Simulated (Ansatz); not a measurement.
SiN2 in space group Pa-3 (No. 205; Si on 4a, N on 8c), r²SCAN in the plane-wave PAW code Ansatz. The conduction-band minimum lies on the Γ–R line, 52 % of the way from Γ, with 8 equivalent valleys. Second derivatives d²E/dk² of the lowest band at one valley (eV·Å²), along Cartesian directions:

| direction | d²E/dk² |
|---|---|
| [100] | 12.11 |
| [010] | 12.11 |
| [001] | 12.16 |
| [110] | 16.75 |
| [101] | 16.72 |
| [011] | 16.69 |

Problem. Find the principal effective masses, the density-of-states mass and the conductivity mass.

Solution. Off-diagonal terms follow from H_xy = H[110] − (H_xx + H_yy)/2, and m*/mₑ = 7.620 eV·Å² over each eigenvalue: 0.36, 1.0, 1.0. One valley's DOS mass (m₁m₂m₃)^(1/3) = 0.72, conductivity mass 3/(Σ 1/mᵢ) = 0.63 mₑ.

Problem. What effective density of states Nc follows at 300 K for parabolic valleys?

Solution. Nc = 2.509e19 × 8 × (0.72)^(3/2) ≈ 1.2e20 cm⁻³.

The start of the workflow was typed in or built on a structure type; neither database checked (COD, Materials Project) lists it. Whether it is the stable phase at ambient conditions was not checked. The cell was relaxed with r²SCAN under the symmetry of its start; its stability against distortions is not shown here.

Potentials: the earlier of the program's two PAW sets. The files were generated under PBE; for other functionals the program regenerates the frozen cores, and for LDA and PBEsol the local potential too.

Edges and masses are those of Kohn–Sham bands, whose gap is no quasiparticle gap.
